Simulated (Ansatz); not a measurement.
# Data sheet: Al$_{3}$GaAs$_{4}$ (DFT)

Al3GaAs4:
```xyz
8
Lattice="4.0141 0.0000 0.0000 0.0000 4.0141 0.0000 0.0000 0.0000 11.3385" Properties=species:S:1:pos:R:3 pbc="T T T"
Ga     0.0000     0.0000     0.0000
As     2.0070     0.0000     1.4193
Al     2.0070     2.0070     2.8318
As     0.0000     2.0070     4.2502
Al     0.0000     0.0000     5.6692
As     2.0070     0.0000     7.0883
Al     2.0070     2.0070     8.5067
As     0.0000     2.0070     9.9192
```

Space group P-4m2 (No. 115); conventional cell a = b = 4.014 Å, c = 11.338 Å, α = β = γ = 90.00°.

Method: r²SCAN (plane waves, PAW; program Ansatz). The cell and atoms are relaxed at this level. Other levels are named where they apply.

Cell and energy:

```yaml
volume_per_atom: 22.84 Å³
density: 4.09 g/cm³
```

Electronic structure:

```yaml
band_gap: 1.79 eV (smallest direct gap 1.80 eV)
valence_band_maximum: at Γ
conduction_band_minimum: at M
Electron effective mass with spin–orbit coupling: 0.24, 0.35, 0.46 mₑ (principal values)
Hole effective mass, band 1 of 2 at the edge: 3.8 along x, 0.45 along z (mₑ)
Hole effective mass, band 2 of 2 at the edge: 0.095 along x, 0.45 along z (mₑ)
Hole effective mass with spin–orbit coupling: 0.22 along x, 0.43 along z (mₑ)
HSE06 gap on the r²SCAN cell: 2.07 eV
Gap with spin–orbit coupling: 1.69 eV
```

Mechanics:

```yaml
Bulk modulus (Birch–Murnaghan fit): 75.0 GPa
Pressure derivative B′: 4.3
Elastic constants (relaxed ions, GPa): C11 = 145, C12 = 26.7, C13 = 54.2, C33 = 117, C44 = 58.6, C66 = 31.4
mechanical_stability: stable (all eigenvalues of C positive)
hill_bulk_and_shear_moduli: 75.1 and 45.6 GPa
Young's modulus: 114 GPa
Poisson's ratio: 0.25
debye_temperature_from_the_elastic_constants: 389 K
Piezoelectric stress constants (proper, relaxed ions, C/m²): e15 = -0.11, e24 = 0.11, e31 = -0.10, e32 = 0.10
```

Charges:

```yaml
bader_charges: Ga +0.78, As -2.08 to -1.43, Al +2.08 e
```

The start of the workflow was typed in or built on a structure type; neither database checked (COD, Materials Project) lists it. Its standing as an ambient phase is unchecked. The r²SCAN relaxation kept the symmetry of its start; its stability against distortions is not shown here. Signs of piezoelectric constants follow the polarity of the cell as given. Scalar-relativistic: spin–orbit coupling is off unless named, which matters more the heavier the elements.

Potentials: the earlier of the program's two PAW sets. The files were generated under PBE; for other functionals the program regenerates the frozen cores, and for LDA and PBEsol the local potential too.
